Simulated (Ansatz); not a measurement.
Input:

WO3:
```
WO3
1.0
    3.77653     0.00000     0.00000
    0.00000     3.77653     0.00000
    0.00000     0.00000     3.77653
W O
1 3
Direct
  0.00000   0.00000   0.00000
  0.00000   0.00000   0.50000
  0.50000   0.00000   0.00000
  0.00000   0.50000   0.00000
```

This is the LDA-relaxed structure.

Q: All from LDA in the plane-wave PAW code Ansatz, unless another level is named. Estimate the band gap.

A: 0.57 eV (indirect).

Q: Next, the smallest direct gap on the standard path?

A: 1.62 eV.

Q: And the formation energy from the elements (no fitted shifts)?

A: -2.22 eV/atom.

Q: Give the electron effective mass, band 2 of 3 at the edge.

A: 0.15 along [100], 0.27 along [110], 0.21 along [111] (mₑ).

Q: What about the electron effective mass, band 1 of 3 at the edge?

A: 18 along [100], 0.34 along [110], 0.26 along [111] (mₑ).

Q: Predict the conduction-band minimum.

A: at Γ.

Space group Pm-3m (ReO3 type). The first step of the workflow began from a Materials Project structure, measured or hypothetical; the Crystallography Open Database copy checked does not list it. COD files the formula under space group No. 2, 14, 62, 129, 130, 191. Its standing as an ambient phase is unchecked. Symmetry was held in the LDA relaxation. At this level the phase is dynamically unstable (imaginary phonons). No spin polarisation was allowed. No Hubbard U is applied. The references are the lowest solids computed at this level, not always the standard phases (solids in place of the gases). Spin–orbit coupling is left out wherever it is not named.

Potentials: the earlier of the program's two PAW sets. The files were generated under PBE; for other functionals the program regenerates the frozen cores, and for LDA and PBEsol the local potential too.
